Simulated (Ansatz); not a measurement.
**Elastic constants of Re (P6_3/mmc), step by step**

```
Re
1.0
     2.73874    0.00000    0.00000
    -1.36937    2.37182    0.00000
     0.00000    0.00000    4.41385
Re
2
Direct
  0.33333 0.66667 0.25000
  0.66667 0.33333 0.75000
```

The conventional cell has a = 2.739 Å, b = 2.739 Å, c = 4.414 Å, α = 90.00°, β = 90.00°, γ = 120.00°. Re (atom 1) has 12 Re at 2.71 to 2.74 Å as nearest neighbours.

Level of theory, where no other is named: LDA, PAW on Ansatz 0.2.0's default frozen-core files (fitted under PBE), scalar-relativistic. k mesh 20×20×12, strains of ±0.005, Fermi-Dirac smearing of 0.100 eV, cutoff 420 eV. The cell was relaxed by PAW under this functional.

The cell is hexagonal and carries a residual pressure of 0.01 GPa at this level. Each strain component that symmetry leaves independent is applied at ±0.005, the ions relax wherever a strain frees them, and the stress (tension positive, GPa) is read. Shears are engineering strains, γ = 2ε.

```tsv
strain	size	σxx	σyy	σzz	σyz	σxz	σxy
xx	-0.005	-3.4362	-1.5081	-1.2488	0.0000	0.0000	0.0000
xx	+0.005	3.2389	1.4451	1.2165	0.0000	0.0000	0.0000
zz	-0.005	-1.2754	-1.2754	-3.7117	0.0000	0.0000	0.0000
zz	+0.005	1.1909	1.1909	3.5762	0.0000	0.0000	0.0000
yz	-0.005	-0.0234	-0.0191	-0.0208	-0.8896	0.0000	0.0000
yz	+0.005	-0.0234	-0.0191	-0.0208	0.8896	0.0000	0.0000
```

A central difference gives one constant, for example C11 ≈ (3.2389 − (-3.4362))/(0.01) = 667.5 GPa; the program then imposes the crystal's symmetry on the whole matrix.

**Question.** What are the independent elastic constants?

**Answer.** C11 = 667.5, C12 = 295.3, C13 = 246.6, C33 = 728.8, C44 = 177.9 GPa.

**Question.** Is the crystal stable against homogeneous strain?

**Answer.** The least eigenvalue of the 6×6 matrix is 177.9 GPa, so yes.

**Question.** What moduli does a random aggregate of grains have?

**Answer.** Voigt and Reuss bounds: B from 404.5 to 404.5 and G from 191.0 to 193.4 GPa; their means are B = 404.5 and G = 192.2 GPa. Then E = 9BG/(3B + G) = 497.8 GPa, ν = (3B − 2G)/(6B + 2G) = 0.295 and B/G = 2.10, on the ductile side of Pugh's 1.75 (a rule of thumb).

**Question.** With the density of 21.569 g/cm³, how fast does sound travel, and what Debye temperature follows?

**Answer.** 

| direction | slow (m/s) | middle (m/s) | fast (m/s) |
| --- | --- | --- | --- |
| x | 2872 | 2937 | 5563 |
| y | 2872 | 2937 | 5563 |
| z | 2872 | 2872 | 5813 |

The mean of v⁻³ over directions and branches gives v_m = 3328 m/s and θ_D = (ħ/k_B) v_m (6π²n)^(1/3) = 408 K, n being atoms per volume. Young's modulus spans 471 to 602 GPa over directions, and the universal anisotropy index is 0.06.

Limits of these numbers: frozen-core PAW files fitted under PBE, their cores solved anew for the functional of the run; responses of metals move with mesh and smearing; no spin-orbit coupling on heavy atoms; elastic stability says nothing of phonons or of other phases.
